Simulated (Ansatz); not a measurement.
SnSb (rock salt, Fm-3m) under volume change, LDA in the plane-wave PAW code Ansatz, scaled uniformly.

```csv
V (Å³/atom),E − E(relaxed) (meV/atom),P (GPa)
25.038,53.0,7.50
25.863,22.1,4.56
26.689,?,?
27.514,0.0,0.00
28.339,4.6,-1.74
29.165,?,?
29.990,37.2,-4.42
```

### Question
Complete the blanks.

### Answer

- 26.689, E − E(relaxed) (meV/atom): 5.2
- 26.689, P (GPa): 2.08
- 29.165, E − E(relaxed) (meV/atom): 17.5
- 29.165, P (GPa): -3.20

### Question
What does a third-order Birch–Murnaghan fit give for V₀, B₀ and B′?

### Answer
V₀ = 27.52 Å³/atom, B₀ = 63.2 GPa, B′ = 4.9.

The first step of the workflow began from a Materials Project structure, measured or hypothetical; the Crystallography Open Database files this formula in space group No. 225, but the cells were not matched. Its standing as an ambient phase is unchecked. The LDA relaxation kept the symmetry of its start; of distortions, only those at the zone centre were tested. Spin–orbit coupling is left out wherever it is not named.

Potentials: the later of the program's two PAW sets.
